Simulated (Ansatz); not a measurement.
Rh (fcc, Cu type)

```
Rh
1.0
    0.00000     1.90006     1.90006
    1.90006     0.00000     1.90006
    1.90006     1.90006     0.00000
Rh
1
Direct
  0.00000   0.00000   0.00000
```

The slice is a {110} plane (indices of the conventional cell) through the point (0.000, 0.000, 0.000) (fractional), spanned by u = [100] and v = [1 -1 -1] in vectors of this cell: u (2.69 Å) and v (3.80 Å, at 90° to u). It covers one period; positions are fractions (u, v).

Computed with r2SCAN (plane waves to 500 eV, PAW, scalar-relativistic; Ansatz, an electronic-structure program). k mesh 21×21×21. These are valence fields of a PAW run, semicore shells included where kept as valence: close to a nucleus they are smooth pseudo fields. Rh is run without spin polarisation. Rh was relaxed with its symmetry unable to fall. The PAW data are Ansatz's earlier set.

Three fields on this plane, each scaled to ten steps between its own extremes (0 low, 9 high; the total valence density on a logarithmic scale, the potential cut 8 eV below its top; x marks points blanked near nuclei; v = 0 in the bottom row):

Map A
```
|xxxxxxxx45754xxxxxxx|
|xxxxxxxx35653xxxxxxx|
|xxxxxxx4257524xxxxxx|
|xxxxxxx2257522xxxxxx|
|xxxxxx214787412xxxxx|
|xxxxx32368986323xxxx|
|xxx632358999853236xx|
|44322457899987542234|
|11124578888888754211|
|11234677777777764321|
|01124566677766654211|
|00123456666666543210|
|00012345667665432100|
|00012345667665432100|
|00012345667665432100|
|00123456666666543210|
|01124566677766654211|
|11234677777777764321|
|11124578888888754211|
|44322457899987542234|
|xxx632358999853236xx|
|xxxxx32368986323xxxx|
|xxxxxx214787412xxxxx|
|xxxxxxx2257522xxxxxx|
|xxxxxxx4257524xxxxxx|
|xxxxxxxx35653xxxxxxx|
|xxxxxxxx45754xxxxxxx|
|xxxxxxxx55755xxxxxxx|
```

Map B
```
|xxxxxxxx03430xxxxxxx|
|xxxxxxxx04540xxxxxxx|
|xxxxxxx0245420xxxxxx|
|xxxxxxx0456540xxxxxx|
|xxxxxx025676520xxxxx|
|xxxxx02467776420xxxx|
|xxx003467777764300xx|
|01134566777776654321|
|55556677777777766555|
|77777777666667777777|
|88888776655566778888|
|99988776555556778899|
|99998765544455678999|
|99998765544455678999|
|99998765544455678999|
|99988776555556778899|
|88888776655566778888|
|77777777666667777777|
|55556677777777766555|
|01234566777776654311|
|xxx003467777764300xx|
|xxxxx02467776420xxxx|
|xxxxxx025676520xxxxx|
|xxxxxxx0456540xxxxxx|
|xxxxxxx0245420xxxxxx|
|xxxxxxxx04540xxxxxxx|
|xxxxxxxx03430xxxxxxx|
|xxxxxxxx03430xxxxxxx|
```

Map C
```
|xxxxxxxx86668xxxxxxx|
|xxxxxxxx86568xxxxxxx|
|xxxxxxx9755579xxxxxx|
|xxxxxxx8654568xxxxxx|
|xxxxxx965444569xxxxx|
|xxxxx97543334579xxxx|
|xxx986544333445689xx|
|88765544433344455678|
|44444444444444444444|
|22333334444444333222|
|11122334455544332211|
|00012234555554322100|
|00012234556554322100|
|00011234566654321100|
|00012234556554322100|
|00012234555554322100|
|11122334455544332211|
|22223334444444333332|
|44444444444444444444|
|88765544433344455678|
|xxx986544333445689xx|
|xxxxx97543334579xxxx|
|xxxxxx965444569xxxxx|
|xxxxxxx8654568xxxxxx|
|xxxxxxx9755579xxxxxx|
|xxxxxxxx86568xxxxxxx|
|xxxxxxxx86668xxxxxxx|
|xxxxxxxx96669xxxxxxx|
```

Assign the maps to these fields: electron localisation function (ELF); valence electron density; electrostatic potential energy of an electron, from the cell's mean.

A is the electron localisation function (ELF); B is the electrostatic potential energy of an electron, from the cell's mean; C is the valence electron density.
